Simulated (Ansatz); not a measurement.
A change and its effect: BN (P6_3/mmc)

```yaml
crystal:
  lattice:
    - [2.48894, 0.00000, 0.00000]
    - [-1.24447, 2.15549, 0.00000]
    - [0.00000, 0.00000, 6.49432]
  atoms:
    - { symbol: B, position: [0.33333, 0.66667, 0.25000] }
    - { symbol: B, position: [0.66667, 0.33333, 0.75000] }
    - { symbol: N, position: [0.33333, 0.66667, 0.75000] }
    - { symbol: N, position: [0.66667, 0.33333, 0.25000] }
```

Unless marked otherwise, the numbers come from LDA, all-electron LAPW in Ansatz 0.2.0, scalar-relativistic. k mesh 10×10×4, fine mesh 16×16×6, fixed occupations, basis error target 1 meV/atom. The cell was relaxed by PAW under this functional.

With these settings the run gives a gap of 4.045 eV on the fine mesh, ε∞,xx = 5.04 without local fields.

Q: The run is repeated in the same cell with hamiltonian.xc from lda to pbe. What moves, and by how much?

A: gap: +0.193 eV; ε∞,xx: -3.02 %. The cell isn't relaxed anew, and its pressure at the new settings is 8.3 GPa; in its own relaxed cell the change can differ in size and sign.

Known limits: semilocal gaps are low, and what follows the gap (onsets, screening, light masses) shifts with it; no dispersion correction, so the spacing and stiffness between layers or molecules are poor; the k mesh misses the point K, so gaps read on it can be too wide; cell far from its zero-pressure volume under this functional.
